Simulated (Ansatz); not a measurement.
Relax this structure to zero stress and force, keeping its symmetry:

```cif
data_structure
_symmetry_space_group_name_H-M 'Im-3m'
_symmetry_Int_Tables_number 229
_cell_length_a 3.5446
_cell_length_b 3.5446
_cell_length_c 3.5446
_cell_angle_alpha 90.000
_cell_angle_beta 90.000
_cell_angle_gamma 90.000
_cell_volume 44.54
loop_
_atom_site_label
_atom_site_type_symbol
_atom_site_symmetry_multiplicity
_atom_site_Wyckoff_symbol
_atom_site_fract_x
_atom_site_fract_y
_atom_site_fract_z
_atom_site_occupancy
Hf1 Hf 2 a 0.00000 0.00000 0.00000 1
```

Level of theory: Ansatz 0.2.0, DFT PBEsol, scalar-relativistic, plane waves, PAW.

Cutoff 420 eV; k points 16×16×16 on the computed 1-atom cell (Γ-centred); Gaussian smearing, width 0.10 eV; no spin polarisation.

Q: What does it relax to?

A: The volume goes down by 1.00 Å³/atom to 21.26 Å³/atom, and the energy falls by 14.9 meV/atom. Final structure:
```
Hf
1.0
    -1.74527    1.74527    1.74527
     1.74527   -1.74527    1.74527
     1.74527    1.74527   -1.74527
Hf
1
Cartesian
  0.0000 0.0000 0.0000
```

Spin–orbit coupling is left out, which can shift energies with elements as heavy as these.

This bcc form isn't the element's structure at ambient conditions.

Cost: 1 run of about 0.33 core-minutes, on Arm Neoverse V1 (shared hosts).